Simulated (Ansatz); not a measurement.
Relaxed-ion elastic tensor of CoGe (rock salt, space group No. 225) in GPa (Voigt order), plane-wave PAW PBEsol (Ansatz code); density 8.19 g/cm³, 13.34 Å³ per atom.

```csv
,1,2,3,4,5,6
1,287,94.7,94.7,0.0,0.0,0.0
2,94.7,287,94.7,0.0,0.0,0.0
3,94.7,94.7,287,0.0,0.0,0.0
4,0.0,0.0,0.0,-33.8,0.0,0.0
5,0.0,0.0,0.0,0.0,-33.8,0.0
6,0.0,0.0,0.0,0.0,0.0,-33.8
```

Question: Is the crystal mechanically stable?

Answer: No: the smallest eigenvalue of C is -33.8 GPa.

Space group Fm-3m (rock salt). The cell is a constructed one: a structure type filled with these elements; neither database checked (COD, Materials Project) lists it. Its standing as an ambient phase is unchecked. The PBEsol relaxation kept the symmetry of its start. At this level the phase is mechanically unstable. The workflow began spin-polarised and lost its moments. As this level gives no gap, shear constants depend on the k-mesh and smearing (Fermi–Dirac, 0.1 eV here).

Potentials: the later of the program's two PAW sets.
